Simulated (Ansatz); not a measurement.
Input and command of a calculation in Ansatz (plane waves; scalar-relativistic PAW potentials unless the input names others):

```yaml
crystal:
  lattice:
    - [0.0, 4.2734674787, 4.2734674787]
    - [4.2734674787, 0.0, 4.2734674787]
    - [4.2734674787, 4.2734674787, 0.0]
  atoms:
    - { symbol: Cd, position: [0.625, 0.625, 0.625] }
    - { symbol: Cd, position: [0.125, 0.625, 0.625] }
    - { symbol: Cd, position: [0.625, 0.625, 0.125] }
    - { symbol: Cd, position: [0.625, 0.125, 0.625] }
    - { symbol: Br, position: [0.0, 0.0, 0.0] }
    - { symbol: Br, position: [0.25, 0.25, 0.25] }
basis:
  ecutwfc: "25.7 Ry"
kpoints:
  mp_grid: { grid: [8, 8, 8] }
hamiltonian:
  xc: pbe
scf:
  occupations: { method: gaussian, width: 0.1 }
output:
  forces: true
  eigenvalues: true
  stress: true
relax:
  adjacent_minimum: "off"
  f_tol: 0.005
  max_steps: 80
  cell: { stress_tol: 0.05 }
  max_displacement: 0.05
```

```bash
ansatz run input.yaml --threads 1 --pin off --max-ram 2560MiB --backend cpu --events-out ev --progress --plain --runs-dir out
```

Abridged log:
```
Warning: basis.ecutwfc = 349.66631326 eV is below the records' recommended 420 eV, and the density's cutoff is lower with it unless basis.ecutrho_ratio is high enough to keep the records' density cutoff: compare with a run at a higher cutoff
The last accepted step is kept in <dir> (removed where the run ends without a failure and the disk answers)
Pseudopotentials: kind: paw
Pseudopotential: Cd, paw, valence charge 20, recommended cutoff 420 eV (normal)
Pseudopotential: Br, paw, valence charge 7, recommended cutoff 420 eV (normal)
Functional definition: PBE
Crystal: 6 atoms, lattice volume = 156.089 Å³
Basis set: ecut = 349.66631326 eV, 2277 PW (Γ), exchange–correlation on 80×80×80 points (8 copies of the dense FFT grid, shifted against one another)
Bands: 57, of which v1, the nominal top of the filled ones, is band 47 counted from 1 (46 counted from 0)
Symmetry: 48 space group operations
Space group: Fd-3m (ITA 227), of the structure as read, at distance tolerance 5.4e-5 Å
k-points: 29 of 512
Initial density: superposition of atomic densities (neutral atoms: chi_scale 0, normalization atom), corrected by the library's trained network
Initial wavefunctions: pseudopotential atomic-orbital guess
Functional: x = pbe(κ = 0.804, μ = 0.21951497), c = pbe(β = 0.06672455)
SCF iter   1: F=—  HF=-38584.707689 eV  |F-HF|=—  |Δ(HF+E_count)|=         —  Δρ=1.33e-3  dr2=6.27e-3  ethr=1.77e-3  ⟨swp⟩=7.4  Hψ=6244  notcnv=0  defer=30
SCF iter   2: F=—  HF=-38584.707592 eV  |F-HF|=—  |Δ(HF+E_count)|=   9.72e-5  Δρ=9.19e-4  dr2=3.14e-3  ethr=6.67e-6  ⟨swp⟩=2.1  Hψ=2886  notcnv=0  defer=33
SCF iter   3: F=—  HF=-38584.706991 eV  |F-HF|=—  |Δ(HF+E_count)|=   6.01e-4  Δρ=2.74e-4  dr2=4.00e-4  ethr=3.34e-6  ⟨swp⟩=2.1  Hψ=1980  notcnv=0  defer=33
SCF iter   4: F=—  HF=-38584.706921 eV  |F-HF|=—  |Δ(HF+E_count)|=   7.05e-5  Δρ=1.14e-4  dr2=3.32e-5  ethr=4.26e-7  ⟨swp⟩=2.1  Hψ=2347  notcnv=0  defer=33
SCF iter   5: F=—  HF=-38584.706963 eV  |F-HF|=—  |Δ(HF+E_count)|=   4.18e-5  Δρ=3.53e-5  dr2=4.94e-6  ethr=3.53e-8  ⟨swp⟩=2.2  Hψ=2278  notcnv=0  defer=33
SCF iter   6: F=—  HF=-38584.706962 eV  |F-HF|=—  |Δ(HF+E_count)|=   2.06e-7  Δρ=1.48e-5  dr2=3.30e-7  ethr=5.26e-9  ⟨swp⟩=2.0  Hψ=2467  notcnv=0  defer=33
SCF iter   7: F=-38584.706962 eV  HF=-38584.706962 eV  |F-HF|=6.64e-9  |Δ(HF+E_count)|=   4.42e-8  Δρ=5.02e-6  dr2=3.10e-8  ethr=1.06e-10  ⟨swp⟩=10.1  Hψ=7295  notcnv=0
SCF 1 converged in 7 iterations: F = -38584.706962 eV  dr2 = 3.10e-8
relax step   1: F+E_penalty+E_count = -38584.70696240 eV  Δ(F+E_penalty+E_count) = +0.000e0 eV  max|allowed force component| = 1.388e-17 eV/Å  Δτ_max = 0.0000 Å  P = +0.823 GPa  Ω = 156.089 Å³  (7 SCF iters, dr2 threshold 1.00e-7 eV, accepted)
Crystal: 6 atoms, lattice volume = 159.228 Å³
Basis set: ecut = 349.66631326 eV, 2421 PW (Γ), exchange–correlation on 80×80×80 points (8 copies of the dense FFT grid, shifted against one another)
Initial density: handed on by an earlier stage of this run
Initial wavefunctions: those handed on with the density
SCF iter   1: F=—  HF=-38584.709914 eV  |F-HF|=—  |Δ(HF+E_count)|=         —  Δρ=7.23e-4  dr2=3.56e-3  ethr=3.78e-6  ⟨swp⟩=2.0  Hψ=7695  notcnv=0
   ...
SCF iter   4: F=—  HF=-38584.715339 eV  |F-HF|=—  |Δ(HF+E_count)|=   1.06e-5  Δρ=1.01e-5  dr2=1.97e-7  ethr=5.57e-9  ⟨swp⟩=2.0  Hψ=2440  notcnv=0
SCF iter   5: F=-38584.715339 eV  HF=-38584.715339 eV  |F-HF|=5.22e-9  |Δ(HF+E_count)|=   7.90e-8  Δρ=3.44e-6  dr2=1.64e-8  ethr=6.01e-11  ⟨swp⟩=6.6  Hψ=6517  notcnv=0
SCF 4 converged in 5 iterations: F = -38584.715339 eV  dr2 = 1.64e-8
relax step   4: F+E_penalty+E_count = -38584.71533926 eV  Δ(F+E_penalty+E_count) = +9.025e-4 eV  max|allowed force component| = 5.435e-17 eV/Å  Δτ_max = 0.0000 Å  P = +0.021 GPa  Ω = 159.830 Å³  energy of the carried Pulay correction = -1.224e-3 eV  (5 SCF iters, dr2 threshold 5.65e-8 eV, accepted)
SCF iter   1: F=—  HF=-38584.716485 eV  |F-HF|=—  |Δ(HF+E_count)|=         —  Δρ=2.20e-5  dr2=1.84e-7  ethr=7.23e-8  ⟨swp⟩=4.4  Hψ=11497  notcnv=0
SCF iter   2: F=—  HF=-38584.716503 eV  |F-HF|=—  |Δ(HF+E_count)|=   1.78e-5  Δρ=9.06e-6  dr2=3.84e-8  ethr=1.95e-10  ⟨swp⟩=3.0  Hψ=3581  notcnv=0
SCF iter   3: F=—  HF=-38584.716503 eV  |F-HF|=—  |Δ(HF+E_count)|=   2.80e-8  Δρ=3.35e-6  dr2=1.01e-8  ethr=4.08e-11  ⟨swp⟩=2.2  Hψ=2108  notcnv=0
SCF iter   4: F=—  HF=-38584.716503 eV  |F-HF|=—  |Δ(HF+E_count)|=   3.13e-9  Δρ=5.05e-7  dr2=6.47e-10  ethr=1.08e-11  ⟨swp⟩=2.0  Hψ=2495  notcnv=0
SCF iter   5: F=—  HF=-38584.716503 eV  |F-HF|=—  |Δ(HF+E_count)|=  2.91e-10  Δρ=1.46e-7  dr2=8.36e-11  ethr=1.00e-12  ⟨swp⟩=2.0  Hψ=2387  notcnv=0
SCF iter   6: F=-38584.716503 eV  HF=-38584.716503 eV  |F-HF|=0.00e0  |Δ(HF+E_count)|=    0.00e0  Δρ=7.11e-8  dr2=7.78e-12  ethr=1.00e-12  ⟨swp⟩=5.5  Hψ=6019  notcnv=0
SCF 5 converged in 6 iterations: F = -38584.716503 eV  dr2 = 7.78e-12
SCF converged after 6 iterations
Free energy (F): -38584.716503 eV
Harris-Foulkes:  -38584.716503 eV  (|F-HF|=0.00e0)
Internal energy: -38584.682448 eV  (E = F + TS)
E sigma→0 (E₀):  -38584.699476 eV
Entropy (-TS):   -0.034055 eV (-5.676 meV/atom)
Fermi energy:    8.969780 eV
--- Forces (eV/Å), atoms counted from 1 ---
  atom   1  Cd     0.00000000     0.00000000     0.00000000
  atom   2  Cd     0.00000000     0.00000000     0.00000000
  atom   3  Cd     0.00000000     0.00000000     0.00000000
  atom   4  Cd     0.00000000     0.00000000     0.00000000
  atom   5  Br     0.00000000     0.00000000     0.00000000
  atom   6  Br     0.00000000     0.00000000     0.00000000
--- Stress (GPa, compression-positive) ---
        0.030564       0.000000       0.000000
        0.000000       0.030564       0.000000
        0.000000       0.000000       0.030564
  P = ⅓ Tr σ = 0.0306 GPa (0.306 kbar)
--- Relaxed structure (3 steps of the walk, 3 accepted, 2 SCFs on fresh bases) ---
  F+E_penalty+E_count = -38584.71650318 eV   max|allowed force component| = 5.744e-17 eV/Å   (the final SCF, on the basis selected at the relaxed cell)
  cell:  # Å, volume = 159.8295 Å³
    - [0.0, 4.30733849, 4.30733849]
    - [4.30733849, 0.0, 4.30733849]
    - [4.30733849, 4.30733849, 0.0]
  atoms:
    - { symbol: Cd, position: [0.625, 0.625, 0.625] }
    - { symbol: Cd, position: [0.125, 0.625, 0.625] }
    - { symbol: Cd, position: [0.625, 0.625, 0.125] }
    - { symbol: Cd, position: [0.625, 0.125, 0.625] }
    - { symbol: Br, position: [0.0, 0.0, 0.0] }
    - { symbol: Br, position: [0.25, 0.25, 0.25] }
```

Apart from outputs and empty bands, the input differs from a reference run on usual settings in basis.ecutwfc: 420 → "25.7 Ry"; relax.f_tol: 0.01 → 0.005; relax.max_displacement: not typed → 0.05. The reference, at the same start, ended its own course with a relaxed volume of 26.66 Å³/atom, pressure 0.01 GPa, largest force 0.000 eV/Å, no gap on the mesh. This run converged in 31 SCF iterations over all its steps (reference: 24) with an energy at zero smearing 3.19 meV/atom above the reference's, a relaxed volume of 26.64 Å³/atom, pressure 0.03 GPa, largest force 0.000 eV/Å, no gap on the mesh. Its cutoff is looser than usual, and the result moved.

The run took 27 s on 1 thread of Intel(R) Xeon(R) 6975P-C (Granite Rapids), with other jobs on the host, peak memory 0.51 GiB.